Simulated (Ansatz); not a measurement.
The calculation used Ansatz 0.2.0, DFT PBE, scalar-relativistic, plane waves, PAW. All cells share a 420 eV cutoff and Γ-centred k meshes spaced at most about 0.3 Å⁻¹ (about 0.25 or finer for metals, 2π included). No spin polarisation in the final relaxations.

All energies are static (0 K, no zero-point motion).

Compare these two cells of Ga3Se, each relaxed at this level.

A.

```xyz
4
Lattice="4.2540 0.0000 0.0000 0.0000 4.2540 0.0000 0.0000 0.0000 6.2054" Properties=species:S:1:pos:R:3 pbc="T T T"
Ga    0.0000    0.0000    0.1752
Ga    2.1270    0.0000    4.5718
Ga    0.0000    2.1270    4.5718
Se    0.0000    0.0000    2.7624
```

B.

```xyz
4
Lattice="1.8651 1.0768 6.9400 -1.8651 1.0768 6.9400 0.0000 -2.1536 6.9400" Properties=species:S:1:pos:R:3 pbc="T T T"
Ga    0.0000    0.0000   15.6473
Ga    0.0000    0.0000    5.1727
Ga    0.0000    0.0000    0.0000
Se    0.0000    0.0000   10.4100
```

**Question.** Which would you expect to be lower, and how large is the difference?

**Answer.** B is lower, by 162 meV/atom. A has space group P4mm (No. 99), 28.1 Å³/atom and no gap on its mesh; B has space group R-3m (No. 166), 20.9 Å³/atom and no gap. Counting Ga atoms around Se (those within 1.25 times the shortest such distance or 1.15 times the sum of covalent radii, 1.27 where that leaves under three), A has Se 5 and B has Se 6. The denser one is the lower, and pressure would at first widen the difference. In A, around Ga on a site of symmetry 4mm lie 1 Se at 2.59 Å and 4 Ga at 2.79 Å; Ga on a site of symmetry 2mm has 2 Ga at 2.79 Å, 2 Se at 2.79 Å and 4 Ga at 3.01 Å; Se has 1 Ga at 2.59 Å and 4 Ga at 2.79 Å. In B, Ga on a site of symmetry 3m is surrounded by 3 Se at 2.75 Å and 3 Ga at 2.79 Å; around Ga on a site of symmetry -3m lie 6 Ga at 2.79 Å; Se is surrounded by 6 Ga at 2.75 Å. Both come from invented guesses.

In P4mm, R-3m an odd number of electrons in the primitive cell allows no gap without spin; a larger cell or a magnetic state could open one. Cells relaxed within their symmetry can be saddle points.
